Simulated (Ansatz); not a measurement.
W (bcc (W type), space group No. 229), a = b = c = 3.184 Å, α = β = γ = 90.00°; the cell used has 1 atom.

Relaxed with PBE.

Which orbitals make up the states near the Fermi level in PBE in the plane-wave PAW code Ansatz?

Within 0.5 eV of the Fermi level: W 5d 87 %, outside the projected shells 9 %. Projections are on Löwdin-orthogonalised atomic valence shells; empty p or d shells of many metals are not among them.

Tabulate the density of states.

States/eV per cell of 1 atom, in 0.25 eV bins, energy from the Fermi level.

| E (eV) | total | W 5d | W 6s | W 5p |
|---|---|---|---|---|
| -7.85 | 0.09 | 0.00 | 0.08 | 0.00 |
| -7.60 | 0.11 | 0.01 | 0.09 | 0.00 |
| -7.35 | 0.12 | 0.01 | 0.10 | 0.00 |
| -7.10 | 0.14 | 0.02 | 0.12 | 0.00 |
| -6.85 | 0.16 | 0.03 | 0.13 | 0.00 |
| -6.60 | 0.20 | 0.04 | 0.14 | 0.01 |
| -6.35 | 0.26 | 0.08 | 0.17 | 0.01 |
| -6.10 | 0.55 | 0.31 | 0.23 | 0.01 |
| -5.85 | 0.63 | 0.39 | 0.22 | 0.01 |
| -5.60 | 0.70 | 0.47 | 0.21 | 0.01 |
| -5.35 | 0.78 | 0.57 | 0.19 | 0.01 |
| -5.10 | 0.86 | 0.67 | 0.17 | 0.01 |
| -4.85 | 1.02 | 0.84 | 0.15 | 0.01 |
| -4.60 | 1.16 | 0.99 | 0.14 | 0.02 |
| -4.35 | 0.90 | 0.79 | 0.09 | 0.01 |
| -4.10 | 0.49 | 0.45 | 0.03 | 0.01 |
| -3.85 | 0.36 | 0.34 | 0.01 | 0.00 |
| -3.60 | 0.53 | 0.51 | 0.01 | 0.01 |
| -3.35 | 1.74 | 1.69 | 0.01 | 0.02 |
| -3.10 | 1.97 | 1.91 | 0.02 | 0.02 |
| -2.85 | 1.27 | 1.21 | 0.03 | 0.01 |
| -2.60 | 1.11 | 1.04 | 0.04 | 0.01 |
| -2.35 | 1.14 | 1.03 | 0.06 | 0.01 |
| -2.10 | 1.71 | 1.49 | 0.14 | 0.02 |
| -1.85 | 1.71 | 1.47 | 0.16 | 0.02 |
| -1.60 | 1.14 | 0.99 | 0.09 | 0.01 |
| -1.35 | 0.88 | 0.76 | 0.06 | 0.01 |
| -1.10 | 0.46 | 0.36 | 0.05 | 0.01 |
| -0.85 | 0.39 | 0.30 | 0.04 | 0.00 |
| -0.60 | 0.37 | 0.29 | 0.03 | 0.00 |
| -0.35 | 0.37 | 0.30 | 0.02 | 0.00 |
| -0.10 | 0.39 | 0.32 | 0.02 | 0.00 |
| 0.15 | 0.53 | 0.47 | 0.02 | 0.00 |
| 0.40 | 0.69 | 0.64 | 0.02 | 0.00 |
| 0.65 | 0.72 | 0.69 | 0.02 | 0.00 |
| 0.90 | 0.77 | 0.74 | 0.02 | 0.00 |
| 1.15 | 0.87 | 0.83 | 0.02 | 0.00 |
| 1.40 | 1.01 | 0.97 | 0.02 | 0.00 |
| 1.65 | 1.09 | 1.05 | 0.01 | 0.00 |
| 1.90 | 1.11 | 1.07 | 0.01 | 0.00 |
| 2.15 | 1.23 | 1.19 | 0.01 | 0.00 |
| 2.40 | 1.11 | 1.09 | 0.01 | 0.00 |
| 2.65 | 1.21 | 1.17 | 0.02 | 0.00 |
| 2.90 | 1.92 | 1.84 | 0.06 | 0.00 |
| 3.15 | 2.48 | 2.32 | 0.12 | 0.00 |
| 3.40 | 1.09 | 0.88 | 0.15 | 0.00 |
| 3.65 | 0.74 | 0.56 | 0.12 | 0.00 |
| 3.90 | 0.59 | 0.44 | 0.10 | 0.00 |
| 4.15 | 0.53 | 0.39 | 0.08 | 0.00 |
| 4.40 | 0.49 | 0.36 | 0.08 | 0.00 |
| 4.65 | 0.47 | 0.34 | 0.07 | 0.00 |

Space group Im-3m (bcc (W type)). The cell was relaxed with PBE under the symmetry of its start. The run is not spin-polarised. Spin–orbit coupling is left out wherever it is not named.

Potentials: the later of the program's two PAW sets.
